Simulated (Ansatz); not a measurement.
# WB: changing the functional

Space group I4_1/amd:1 (No. 141). a = 3.115 Å, b = 3.115 Å, c = 16.930 Å, α = 90.00°, β = 90.00°, γ = 90.00°
| atom | site | symmetry | x | y | z |
| --- | --- | --- | --- | --- | --- |
| W | 8e | 2mm. | 0.5000 | 0.5000 | 0.3030 |
| B | 8e | 2mm. | 0.5000 | 0.5000 | 0.1480 |

Kept alike: task band structure; k mesh 12 × 12 × 12; occupations fermi-dirac, width 0.05 eV; no spin polarisation. Program: Ansatz, Ansatz PAW. Cutoffs run from 420 to 500 eV. The mesh is that of the run's cell of 8 atoms. No spin-orbit coupling.

| run | pressure (GPa) |
| --- | --- |
| A | 3.22 |
| B | 6.11 |
| C | -3.06 |

Pressure is positive in compression, with a Pulay correction for the finite cutoff. For a metal such a mesh leaves the last digits unconverged. All rows use potentials made for PBE.

Q: The runs differ in the functional (and the cutoff that goes with it) alone: LDA; PBEsol; r2SCAN. Which run is which?

A: Run A is PBEsol; run B is r2SCAN; run C is LDA. The pressure runs from -3.06 (LDA) to 6.11 GPa (r2SCAN). A positive pressure means that the functional's own cell is larger than the one given, a negative one that it is smaller.
